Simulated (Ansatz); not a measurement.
BPt:
Space group P6₃/mmc (No. 194); a = 3.6886 Å, b = 3.6886 Å, c = 3.6819 Å, α = 90.00°, β = 90.00°, γ = 120.00°

| atom | site | symmetry | x | y | z |
|---|---|---|---|---|---|
| Pt | 2c | -6m2 | 0.3333 | 0.6667 | 0.2500 |
| B | 2a | -3m. | 0.0000 | 0.0000 | 0.0000 |

Relaxed at zero pressure with the program Ansatz at the PBEsol level (PAW).

Problem. The volume is lowered by 6 % and shape and atoms relax at that volume. What pressure results, and how do the axes share the change?

Solution. 20.1 GPa; a -1.7 %, b -1.7 %, c -2.7 %; the energy rises by 38 meV/atom.

Problem. Give the new structure.

Solution. 
Space group P6₃/mmc (No. 194); a = 3.626 Å, b = 3.626 Å, c = 3.581 Å, α = 90.00°, β = 90.00°, γ = 120.00°

```tsv
atom	site	symmetry	x	y	z
Pt	2c	-6m2	0.3333	0.6667	0.2500
B	2a	-3m.	0.0000	0.0000	0.0000
```

The phase is kept; no other phase was compared at this pressure.

Space group P6_3/mmc (NiAs type). The workflow started from an entry of the Crystallography Open Database (COD). Its standing as an ambient phase is unchecked. Symmetry was held in the PBEsol relaxation; of distortions, only those at the zone centre were tested. No spin polarisation was allowed. Spin–orbit coupling is left out wherever it is not named.

Potentials: the later of the program's two PAW sets.
